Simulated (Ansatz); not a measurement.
Data:

AlN:
```xyz
2
Lattice="0.0000 2.0188 2.0188 2.0188 0.0000 2.0188 2.0188 2.0188 0.0000" Properties=species:S:1:pos:R:3 pbc="T T T"
Al     2.0188     2.0188     2.0188
N      0.0000     0.0000     0.0000
```

This is the r²SCAN-relaxed structure.

Problem. All from r²SCAN (plane waves, PAW; program Ansatz), unless another level is named. Predict the highest zone-centre frequency (without LO–TO term).

Solution. 466 cm⁻¹.

Problem. Predict the vibrational entropy at 300 K.

Solution. 10.1 J/(K·mol of atoms).

Problem. What about the Hill bulk and shear moduli?

Solution. 276 and 240 GPa.

Space group Fm-3m (rock salt). This is a known high-pressure phase of the composition, computed here at zero pressure and temperature. The r²SCAN relaxation kept the symmetry of its start; phonons on a q-mesh show no instability.

Potentials: the later of the program's two PAW sets.
